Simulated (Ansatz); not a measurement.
# Lattice vibrations of BN at Γ at 8 GPa

Method: DFT LDA, scalar-relativistic, plane waves, PAW in Ansatz 0.2.0. Cutoff 420 eV, 12×12×6 k-points (Γ-centred), fixed occupations. No spin polarisation. Phonons by linear response, acoustic sum rule imposed.

The cell, relaxed at 8 GPa:
```xyz
4
Lattice="2.5070 0.0000 0.0000 -1.2535 2.1711 0.0000 0.0000 0.0000 4.1489" Properties=species:S:1:pos:R:3 pbc="T T T"
B     1.2535    0.7237    4.1473
B     0.0000    1.4474    2.0729
N     1.2535    0.7237    2.5946
N     0.0000    1.4474    0.5202
```

Q: Is this structure stable against zone-centre distortions?

A: Yes, at Γ: no optical mode is imaginary. Strains and other wave vectors aren't tested by this run.

Q: List the optical modes at Γ without the LO field (i marks imaginary ones).

A:
```json
{"frequency (THz)": "14.33", "degeneracy": "2", "IR intensity of the level ((D/Å)²/amu)": "0.00"}
{"frequency (THz)": "30.29", "degeneracy": "2", "IR intensity of the level ((D/Å)²/amu)": "0.00"}
{"frequency (THz)": "30.30", "degeneracy": "1", "IR intensity of the level ((D/Å)²/amu)": "0.00"}
{"frequency (THz)": "32.21", "degeneracy": "1", "IR intensity of the level ((D/Å)²/amu)": "27.28"}
{"frequency (THz)": "33.16", "degeneracy": "2", "IR intensity of the level ((D/Å)²/amu)": "49.26"}
{"frequency (THz)": "34.47", "degeneracy": "1", "IR intensity of the level ((D/Å)²/amu)": "0.00"}
```

This wurtzite form isn't the usual stable structure of the compound at low pressure.

Cost: 1 run of about 2.3 core-minutes, on Intel Xeon Processor @ 2.50GHz (Skylake/Cascade Lake) (shared hosts).